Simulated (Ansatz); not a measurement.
KI:
```xyz
2
Lattice="0.0000 3.5912 3.5912 3.5912 0.0000 3.5912 3.5912 3.5912 0.0000" Properties=species:S:1:pos:R:3 pbc="T T T"
K      0.0000     0.0000     0.0000
I      3.5912     3.5912     3.5912
```

Relaxed with PBE.

Q: Give the optical modes at the zone centre with their infrared and Raman activity from DFPT, plane-wave PAW PBE (Ansatz code).

A: Transverse frequencies, without the LO–TO term; a row sums one degenerate level.

```json
[
 {"ω (cm⁻¹)": "88", "degeneracy": "3", "IR ((D/Å)²/amu)": "3.10", "Raman (Å⁴/amu)": "0", "activity": "IR", "symmetry": "T1u"}
]
```

Q: How high does the top mode go among those that the LO–TO term moves?

A: 127 cm⁻¹ for q along x.

Space group Fm-3m (rock salt). The PBE relaxation kept the symmetry of its start; phonons on a q-mesh show no instability. Scalar-relativistic: spin–orbit coupling is off unless named, which matters more the heavier the elements.

Potentials: the later of the program's two PAW sets.
